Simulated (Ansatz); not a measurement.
**Frozen-phonon scan for HfO2 (tetragonal-ZrO2 type, space group P4_2/nmc)**

Starting cell, HfO2 (tetragonal-ZrO2 type, space group P4_2/nmc):

```
HfO2
1.0
    7.20885     0.00000     0.00000
    0.00000     3.60443     0.00000
    0.00000     0.00000     5.26427
Hf O
4 8
Direct
  0.00000   0.00000   0.00000
  0.50000   0.00000   0.00000
  0.25000   0.50000   0.50000
  0.75000   0.50000   0.50000
  0.00000   0.50000   0.19324
  0.50000   0.50000   0.19324
  0.00000   0.50000   0.69324
  0.50000   0.50000   0.69324
  0.25000   0.00000   0.30676
  0.75000   0.00000   0.30676
  0.25000   0.00000   0.80676
  0.75000   0.00000   0.80676
```

The atoms are displaced by Q × the pattern below (from a DFPT mode at X = (0.5, 0.0, 0.0), largest move 1; Q in Å), at fixed cell. It is one choice among 2 degenerate patterns. (q is in reciprocal vectors of the primitive cell; the cell shown is doubled to hold the pattern.)

```json
[
 {"atom": "Hf1", "x": "0.000", "y": "0.046", "z": "0.000"},
 {"atom": "Hf2", "x": "0.000", "y": "-0.046", "z": "0.000"},
 {"atom": "Hf3", "x": "0.000", "y": "-0.010", "z": "0.000"},
 {"atom": "Hf4", "x": "0.000", "y": "0.010", "z": "0.000"},
 {"atom": "O5", "x": "0.000", "y": "-1.000", "z": "0.000"},
 {"atom": "O6", "x": "0.000", "y": "1.000", "z": "0.000"},
 {"atom": "O7", "x": "0.000", "y": "0.055", "z": "0.000"},
 {"atom": "O8", "x": "0.000", "y": "-0.055", "z": "0.000"},
 {"atom": "O9", "x": "0.000", "y": "0.228", "z": "0.000"},
 {"atom": "O10", "x": "0.000", "y": "-0.228", "z": "0.000"},
 {"atom": "O11", "x": "0.000", "y": "-0.013", "z": "0.000"},
 {"atom": "O12", "x": "0.000", "y": "0.013", "z": "0.000"}
]
```

Method: PBE (plane waves to 420 eV, PAW, scalar-relativistic; Ansatz, an electronic-structure program). k mesh 5×9×6 (Γ-centred), Fermi-Dirac smearing 0.05 eV. The energy includes the smearing's −TS. Stress and pressure are positive under compression. HfO2 is run without spin polarisation. HfO2 was relaxed with its symmetry unable to fall. Spin-orbit coupling is left out, though Hf is heavy. This is a high-temperature form of HfO2. The zero of ΔE is the undisplaced structure.

```json
[
 {"Q (Å)": "-0.100", "ΔE (eV/cell)": "0.2051", "P (GPa)": "0.81", "−dE/dQ from forces (eV/Å)": "4.138"},
 {"Q (Å)": "-0.083", "ΔE (eV/cell)": "0.1420", "P (GPa)": "0.56", "−dE/dQ from forces (eV/Å)": "3.429"},
 {"Q (Å)": "-0.067", "ΔE (eV/cell)": "0.0907", "P (GPa)": "0.36", "−dE/dQ from forces (eV/Å)": "2.732"},
 {"Q (Å)": "-0.050", "ΔE (eV/cell)": "0.0509", "P (GPa)": "0.20", "−dE/dQ from forces (eV/Å)": "2.042"},
 {"Q (Å)": "-0.033", "ΔE (eV/cell)": "0.0226", "P (GPa)": "0.09", "−dE/dQ from forces (eV/Å)": "1.358"},
 {"Q (Å)": "-0.017", "ΔE (eV/cell)": "0.0056", "P (GPa)": "0.02", "−dE/dQ from forces (eV/Å)": "0.678"},
 {"Q (Å)": "0.000", "ΔE (eV/cell)": "0.0000", "P (GPa)": "0.00", "−dE/dQ from forces (eV/Å)": "0.000"},
 {"Q (Å)": "0.017", "ΔE (eV/cell)": "0.0056", "P (GPa)": "0.02", "−dE/dQ from forces (eV/Å)": "-0.678"},
 {"Q (Å)": "0.033", "ΔE (eV/cell)": "0.0226", "P (GPa)": "0.09", "−dE/dQ from forces (eV/Å)": "-1.358"},
 {"Q (Å)": "0.050", "ΔE (eV/cell)": "0.0509", "P (GPa)": "0.20", "−dE/dQ from forces (eV/Å)": "-2.042"},
 {"Q (Å)": "0.067", "ΔE (eV/cell)": "0.0907", "P (GPa)": "0.36", "−dE/dQ from forces (eV/Å)": "-2.732"},
 {"Q (Å)": "0.083", "ΔE (eV/cell)": "0.1420", "P (GPa)": "0.56", "−dE/dQ from forces (eV/Å)": "-3.429"},
 {"Q (Å)": "0.100", "ΔE (eV/cell)": "0.2051", "P (GPa)": "0.81", "−dE/dQ from forces (eV/Å)": "-4.138"}
]
```

Derived quantities:

Energy at Q = 0.100 Å: 205.1 meV/cell
Space group of the distorted cell: Pc (No. 7), lowered from P4_2/nmc
Symmetry of the curve: even: the same for both signs
Shape of the curve: a single well with its minimum at or next to zero displacement
Harmonic wavenumber from the curvature (finite differences): 566 cm⁻¹
Wavenumber by perturbation theory (DFPT, on another k mesh): 566 cm⁻¹

The 13 points together took around 25 core-minutes (rough).

(A displaced cell: forces are minus the slopes of the energy, force constants its curvatures, and phonons follow from these.)
